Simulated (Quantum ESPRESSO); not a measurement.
## Band energies of CsVN$_{2}$

```xyz
8
Lattice="0.0000 4.1719 4.1719 4.1719 0.0000 4.1719 4.1719 4.1719 0.0000" Properties=species:S:1:pos:R:3 pbc="T T T"
N      1.0430     1.0430     1.0430
N      1.0430     3.1290     3.1290
N      3.1290     3.1290     1.0430
N      3.1290     1.0430     3.1290
V      2.0860     2.0860     2.0860
V      0.0000     0.0000     0.0000
Cs     6.2579     6.2579     6.2579
Cs     4.1719     4.1719     4.1719
```

PBEsol (pw.x of Quantum ESPRESSO, ONCV potentials, no spin-orbit coupling); path ΓXWKΓLUWLK,UX; energies in eV from the valence-band maximum.

```csv
k (1/Å),point,band 28,band 29,band 30,band 31,band 32,band 33,band 34,band 35
0.00,Γ,-2.11,-2.11,-0.02,-0.02,-0.02,0.56,0.56,1.29
0.38,,-2.19,-2.19,-1.38,-0.63,-0.63,0.90,1.53,1.87
0.75,X,-2.76,-2.26,-2.26,-0.94,-0.94,1.50,1.50,3.02
0.75,W,-2.77,-2.05,-2.05,-1.28,-1.28,1.84,1.84,2.77
1.02,K,-2.66,-2.14,-2.00,-1.51,-0.88,1.39,2.14,2.62
1.42,,-2.31,-2.15,-1.42,-0.92,-0.52,1.06,1.42,2.04
1.82,Γ,-2.11,-2.11,-0.02,-0.02,-0.02,0.56,0.56,1.29
2.14,,-2.24,-2.24,-1.02,-1.02,-0.01,0.88,0.88,2.05
2.47,L,-2.57,-2.57,-1.60,-1.60,0.00,0.95,0.95,3.02
2.70,,-2.57,-2.22,-1.69,-1.69,-0.56,1.14,1.71,2.65
2.93,U,-2.66,-2.14,-2.00,-1.51,-0.88,1.39,2.14,2.62
2.93,W,-2.77,-2.05,-2.05,-1.28,-1.28,1.84,1.84,2.77
3.20,,-2.57,-2.17,-1.79,-1.63,-0.68,1.23,1.84,2.56
3.46,L,-2.57,-2.57,-1.60,-1.60,0.00,0.95,0.95,3.02
3.69,,-2.57,-2.22,-1.69,-1.69,-0.56,1.14,1.71,2.65
3.92,K,-2.66,-2.14,-2.00,-1.51,-0.88,1.39,2.14,2.62
3.92,U,-2.66,-2.14,-2.00,-1.51,-0.88,1.39,2.14,2.62
4.19,X,-2.76,-2.26,-2.26,-0.94,-0.94,1.50,1.50,3.02
```

The PBEsol gap is 0.56 eV and nearly direct: the edges lie at L and Γ, the smallest direct gap within 0.02 eV of it. Another valence extremum on the path lies within 0.02 eV, too close to call.

The 3d shell has no Hubbard U; the runs are without spin polarisation, and magnetic order was not tried.

Geometry of the Materials Project entry, not relaxed at this level.

The structure is a Materials Project entry; no match was found in the copy of COD used, and its stability was not checked.
